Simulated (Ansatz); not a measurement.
## CO2: field gradients at two levels of theory

Cell: a COD entry, ions relaxed with PBE at fixed cell.

```cif
data_CO2
_symmetry_space_group_name_H-M 'Pa-3'
_symmetry_Int_Tables_number 205
_cell_length_a 5.6200
_cell_length_b 5.6200
_cell_length_c 5.6200
_cell_angle_alpha 90.000
_cell_angle_beta 90.000
_cell_angle_gamma 90.000
loop_
_atom_site_label
_atom_site_type_symbol
_atom_site_symmetry_multiplicity
_atom_site_Wyckoff_symbol
_atom_site_fract_x
_atom_site_fract_y
_atom_site_fract_z
C C 4 a 0.0000 0.0000 0.0000
O O 8 c 0.1200 0.1200 0.1200
```

One atom of each set is listed.

First run. All values are calculated (Ansatz; DFT, PBE, plane waves and PAW, scalar-relativistic, 420 eV cutoff, Γ-centred 4×4×4 k-points, Fermi–Dirac smearing 0.02 eV), not measured.

| site | V_zz (10²¹ V/m²) | η |
| --- | --- | --- |
| C | -2.92 | 0.00 |
| O | 7.18 | 0.00 |

Second run. The same atoms and settings, except that the functional is r2SCAN and the cutoff is 500 eV.

**Question.** Given the first result, estimate the second.

**Answer.** 

```
site   V_zz     η  change of V_zz
   C  -3.55  0.00           -0.63
   O   7.74  0.00           +0.56
```

The largest change of V_zz is on C, from -2.92 to -3.55. In per cent, |V_zz| changes by +21 on C, +8 on O (all sites that start above 0.5).

The database entry as given showed forces above 3 eV/Å or a pressure above 30 GPa, though relaxing it moves no atom far.
For the second run: The largest force is 0.9 eV/Å, so the atoms aren't at the calculated equilibrium and relaxing them would move these values.
